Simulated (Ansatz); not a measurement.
Stress against strain in CdPd

```yaml
crystal:
  lattice:
    - [3.02760, 0.00000, 0.00000]
    - [0.00000, 3.02760, 0.00000]
    - [0.00000, 0.00000, 3.63100]
  atoms:
    - { symbol: Cd, position: [0.00000, 0.00000, 0.00000] }
    - { symbol: Pd, position: [0.50000, 0.50000, 0.50000] }
```

Atoms are numbered in the order listed.

Conventional cell: a = 3.028 Å, b = 3.028 Å, c = 3.631 Å, α = 90.00°, β = 90.00°, γ = 90.00°. Cd (atom 1) has 8 Pd at 2.81 Å and 4 Cd at 3.03 Å as nearest neighbours. Pd (atom 2) has 8 Cd at 2.81 Å and 4 Pd at 3.03 Å as nearest neighbours.

The cell is COD entry 1524979, as deposited and not checked against the literature; nothing was relaxed.

Spin polarisation is left out, and whether a magnetic state lies lower isn't shown here.

Theory: Ansatz 0.2.0, DFT, PBEsol, all-electron LAPW, scalar-relativistic.

Numerical set-up: a Γ-centred 11×11×9 k mesh, Fermi–Dirac smearing of 0.05 eV, basis error target 0.5 meV/atom, no spin polarisation.

The strain is applied along the Cartesian axes of the cell as listed (the other components stay zero). Fractional coordinates are held (clamped ions).

σ is the change of stress from the unstrained cell, which is at -1.41 GPa; tension is positive, so slopes are stress–strain coefficients at that pressure. In a metal the k mesh adds noise.

Only quantities that a quadratic follows smoothly over the whole series are listed; rougher ones are left out.

```tsv
εzz	σzz (GPa)	σxx (GPa)
-0.0200	-3.43	-2.49
-0.0100	-1.70	-1.19
0.0000	0.00	0.00
0.0200	3.16	2.10
```

Problem. Fit the series and read off the stiffness at zero strain.

Solution. Least-squares fits y = p0 + p1 x + p2 x² to the rows give σzz (GPa): p1 = 165, p2 = -320; σxx (GPa): p1 = 115, p2 = -490. So C33 = 165 GPa and C13 = 115 GPa, for these axes.

Problem. One run, at εzz = 0.0100, is withheld. Predict its row.

Solution. The fits give 1.61, 1.10; the run gave 1.63, 1.09.
